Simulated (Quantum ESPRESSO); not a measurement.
SiAl2ZnN4, input and log of a self-consistent run

Simulated, not a measurement. The program is pw.x of Quantum ESPRESSO 7.5 (plane-wave density functional theory). The cell is made up: 8 atoms on a wurtzite lattice, with randomly drawn elements, strain and displacements, not relaxed. PseudoDojo standard norm-conserving files (v0.5 for PBE, v0.4.1 for LDA and PBEsol) set the functional; there is no spin polarisation, spin-orbit coupling or dispersion term, and the masses in the input are unused placeholders.

Input:

```
&control calculation='scf', pseudo_dir='./dojo.nc.sr.pbe.v0_5.standard.upf', outdir='./o', disk_io='medium', tprnfor=.true., tstress=.true. /
&system ibrav=0, nat=8, ntyp=4, nbnd=31, ecutwfc=84.00895049, nosym=.true., tot_charge=0,
 occupations='smearing', smearing='fd', degauss=0.0018374661
/
&electrons conv_thr=7.350e-09, electron_maxstep=60, /
ATOMIC_SPECIES
Al 1.0 Al.upf
N 1.0 N.upf
Si 1.0 Si.upf
Zn 1.0 Zn.upf
CELL_PARAMETERS angstrom
3.1421 -0.0183 0.0034
-0.0318 5.366 -0.0404
0.0055 -0.0381 5.0645
ATOMIC_POSITIONS angstrom
Si 0.0398 -0.0082 -0.0249
Al 1.5609 2.712 -0.09
Zn 1.5896 0.8855 2.4995
Al -0.0027 3.5147 2.5276
N 0.0383 -0.0096 1.8494
N 1.56 2.6399 1.871
N 1.5627 0.7927 4.4402
N 0.0025 3.5439 4.3932
K_POINTS automatic
6 4 4 1 1 1
```

The log is shortened where brackets say so; the opening notice, blank lines, dates and the lines on written files are dropped, and the path of the files is cut. It prints rydbergs, bohrs and kilobars, and counts compression as positive stress.

```
     Program PWSCF v.7.5
     Parallel version (MPI & OpenMP), running on       1 processor cores
     Number of MPI processes:                 1
     Threads/MPI process:                     1
     [start-up lines left out]
     bravais-lattice index     =            0
     lattice parameter (alat)  =       5.9378  a.u.
     unit-cell volume          =     576.1874 (a.u.)^3
     number of atoms/cell      =            8
     number of atomic types    =            4
     number of electrons       =        50.00
     number of Kohn-Sham states=           31
     kinetic-energy cutoff     =      84.0090  Ry
     charge density cutoff     =     336.0358  Ry
     scf convergence threshold =      7.3E-09
     mixing beta               =       0.7000
     number of iterations used =            8  plain     mixing
     Exchange-correlation= PBE
                           (   1   4   3   4   0   0   0)
     [axes and pseudopotential details left out]
   Cartesian axes
     site n.     atom                  positions (alat units)
         1        Si     tau(   1) = (   0.0126665  -0.0026097  -0.0079245  )
         2        Al     tau(   2) = (   0.4967610   0.8631019  -0.0286428  )
         3        Zn     tau(   3) = (   0.5058948   0.2818129   0.7954731  )
         4        Al     tau(   4) = (  -0.0008593   1.1185635   0.8044160  )
         5        N      tau(   5) = (   0.0121891  -0.0030552   0.5885769  )
         6        N      tau(   6) = (   0.4964745   0.8401558   0.5954512  )
         7        N      tau(   7) = (   0.4973338   0.2522791   1.4131066  )
         8        N      tau(   8) = (   0.0007956   1.1278565   1.3981487  )
     number of k points=    48  Fermi-Dirac smearing, width (Ry)=  0.0018
                       cart. coord. in units 2pi/alat
        k(    1) = (   0.0836830   0.0742793   0.0780214), wk =   0.0416667
        k(    2) = (   0.0835219   0.0754462   0.2331372), wk =   0.0416667
     [further k points left out]
     Dense  grid:    59935 G-vectors     FFT dimensions: (  36,  60,  60)
     Estimated max dynamical RAM per process >      75.03 MB
     Initial potential from superposition of free atoms
     starting charge      49.9943, renormalised to      50.0000
     Starting wfcs are   38 randomized atomic wfcs
     total cpu time spent up to now is        6.7 secs
     per-process dynamical memory:    50.7 Mb
     Self-consistent Calculation
     iteration #  1     ecut=    84.01 Ry     beta= 0.70
     Davidson diagonalization with overlap
     ethr =  1.00E-02,  avg # of iterations =  3.1
     total cpu time spent up to now is       23.1 secs
     total energy              =    -518.31933693 Ry
     estimated scf accuracy    <       2.24872668 Ry
     iteration #  2     ecut=    84.01 Ry     beta= 0.70
     Davidson diagonalization with overlap
     ethr =  4.50E-03,  avg # of iterations =  3.3
     total cpu time spent up to now is       36.7 secs
     total energy              =    -518.93324989 Ry
     estimated scf accuracy    <       1.97915966 Ry
     iteration #  3     ecut=    84.01 Ry     beta= 0.70
     Davidson diagonalization with overlap
     ethr =  3.96E-03,  avg # of iterations =  2.0
     total cpu time spent up to now is       50.4 secs
     total energy              =    -519.28728390 Ry
     estimated scf accuracy    <       0.06738526 Ry
     iteration #  4     ecut=    84.01 Ry     beta= 0.70
     Davidson diagonalization with overlap
     ethr =  1.35E-04,  avg # of iterations =  5.6
     total cpu time spent up to now is       64.7 secs
     total energy              =    -519.30790677 Ry
     estimated scf accuracy    <       0.00503032 Ry
     iteration #  5     ecut=    84.01 Ry     beta= 0.70
     Davidson diagonalization with overlap
     ethr =  1.01E-05,  avg # of iterations =  6.2
     total cpu time spent up to now is       84.5 secs
     total energy              =    -519.30866301 Ry
     estimated scf accuracy    <       0.00204881 Ry
     [iterations 6 to 7 left out]
     iteration #  8     ecut=    84.01 Ry     beta= 0.70
     Davidson diagonalization with overlap
     ethr =  2.23E-07,  avg # of iterations =  2.0
     total cpu time spent up to now is      122.3 secs
     total energy              =    -519.30883285 Ry
     estimated scf accuracy    <       0.00000249 Ry
     iteration #  9     ecut=    84.01 Ry     beta= 0.70
     Davidson diagonalization with overlap
     ethr =  4.97E-09,  avg # of iterations =  4.8
     total cpu time spent up to now is      137.5 secs
     total energy              =    -519.30883407 Ry
     estimated scf accuracy    <       0.00000363 Ry
     iteration # 10     ecut=    84.01 Ry     beta= 0.70
     Davidson diagonalization with overlap
     ethr =  4.97E-09,  avg # of iterations =  2.0
     total cpu time spent up to now is      151.1 secs
     total energy              =    -519.30883446 Ry
     estimated scf accuracy    <       0.00000025 Ry
     iteration # 11     ecut=    84.01 Ry     beta= 0.70
     Davidson diagonalization with overlap
     ethr =  5.03E-10,  avg # of iterations =  2.5
     total cpu time spent up to now is      166.0 secs
     total energy              =    -519.30883452 Ry
     estimated scf accuracy    <       0.00000002 Ry
     iteration # 12     ecut=    84.01 Ry     beta= 0.70
     Davidson diagonalization with overlap
     ethr =  3.73E-11,  avg # of iterations =  3.4
     total cpu time spent up to now is      181.3 secs
     End of self-consistent calculation
     [lines on levels left out]
!    total energy              =    -519.30883453 Ry
     estimated scf accuracy    <          5.8E-09 Ry
     smearing contrib. (-TS)   =      -0.00000000 Ry
     internal energy E=F+TS    =    -519.30883453 Ry
     The total energy is F=E-TS. E is the sum of the following terms:
     one-electron contribution =    -421.95240230 Ry
     hartree contribution      =     235.72112780 Ry
     xc contribution           =     -77.42064800 Ry
     ewald contribution        =    -255.65691202 Ry
     convergence has been achieved in  12 iterations
     Forces acting on atoms (cartesian axes, Ry/au):
     atom    1 type  3   force =    -0.01690022   -0.00980723    0.10605284
     atom    2 type  1   force =     0.00211028   -0.03479209    0.08654111
     atom    3 type  4   force =     0.01362335   -0.03201540   -0.02236008
     atom    4 type  1   force =    -0.00174940    0.02547533   -0.11286459
     atom    5 type  2   force =    -0.01648695   -0.09249521   -0.12091482
     atom    6 type  2   force =     0.00317507    0.10998550   -0.03011519
     atom    7 type  2   force =     0.01901014   -0.03267314    0.07836278
     atom    8 type  2   force =    -0.00278227    0.06632224    0.01529794
     Total force =     0.290010     Total SCF correction =     0.000118
     Computing stress (Cartesian axis) and pressure
          total   stress  (Ry/bohr**3)                   (kbar)     P=       -9.08
  -0.00010911   0.00013275  -0.00001703          -16.05       19.53       -2.51
   0.00013275   0.00014114   0.00000022           19.53       20.76        0.03
  -0.00001703   0.00000022  -0.00021718           -2.51        0.03      -31.95
     init_run     :      6.24s CPU      6.64s WALL (       1 calls)
     electrons    :    162.30s CPU    174.55s WALL (       1 calls)
     forces       :      2.66s CPU      2.70s WALL (       1 calls)
     stress       :     10.44s CPU     10.50s WALL (       1 calls)
     [timing details left out]
     PWSCF        :   3m 1.82s CPU   3m14.74s WALL
     JOB DONE.
```

In other units: free energy -7065.557 eV for the cell, pressure -0.91 GPa, largest force component 3.109 eV/Å. A rerun of this cell at 1437 eV and a 8 x 6 x 6 mesh moved values by no more than 0.002 eV in energy, 0.03 GPa in stress and 0.002 eV/Å in force.